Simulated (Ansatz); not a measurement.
The elements of this relaxed trial crystal are hidden behind letters.

```
lattice vectors (Å)
   5.7787    0.0000    0.0000
   0.0000    5.7787    0.0000
   0.0000    0.0000   16.4267
fractional positions
X 0.5000 0.5000 0.0000
X 0.0000 0.0000 0.0000
X 0.0000 0.5000 0.2757
X 0.5000 0.0000 0.7243
Z 0.0000 0.5000 0.5320
Z 0.5000 0.0000 0.4680
Q 0.5000 0.5000 0.5000
Q 0.0000 0.0000 0.5000
```

Level of theory: DFT PBE, scalar-relativistic, plane waves, PAW, and for the lanthanide a 4f-in-core norm-conserving potential, in Ansatz. Plane waves to 660 eV, an 8×8×4 mesh through Γ for the 8-atom cell and 0.10 eV Gaussian smearing; no spin polarisation.

* Space group: P4/nmm (No. 129)
* Conventional cell: a = 5.779 Å, c = 16.427 Å
* Volume per atom: 68.57 Å³
* Density: 2.96 g/cm³
* Energy over the elements: −0.54 eV/atom
* Gap on the 8×8×4 mesh of the 8-atom cell: 0 eV (a metal)

Energies are uncorrected and count from the elements' standard states at the same level.

Task: X is an s-block element of period 6, Z is a lanthanide and Q is a p-block element of period 4. Which elements are they?

Result: X = Cs, Z = Nd, Q = Se, so the formula is Cs2NdSe. Density times volume gives a mean mass of 2.96 × 68.57/1.6605 = 122.2 u per atom, and this set has 122.3 u. Cs on a site of symmetry -4m2 is surrounded by 4 Cs at 4.09 Å; Nd is surrounded by 4 Se at 2.94 Å, 1 Cs at 4.21 Å and 4 Nd at 4.22 Å; around Se lie 4 Nd at 2.94 Å, 4 Se at 4.09 Å and 4 Cs at 4.68 Å; 1 more site not described. Other sets within the hints have nearly the same mass, so mass alone doesn't settle it; this one was computed.

A structure relaxed within its symmetry needn't be a true minimum.

The lanthanide is trivalent by construction, without f bands, f moments or other valences. The reference runs of the other elements, and any phases without the lanthanide, used 420 eV, which shifts energies against them by under 10 meV/atom. The lanthanide's reference is the lowest of its hcp, dhcp and fcc cells.
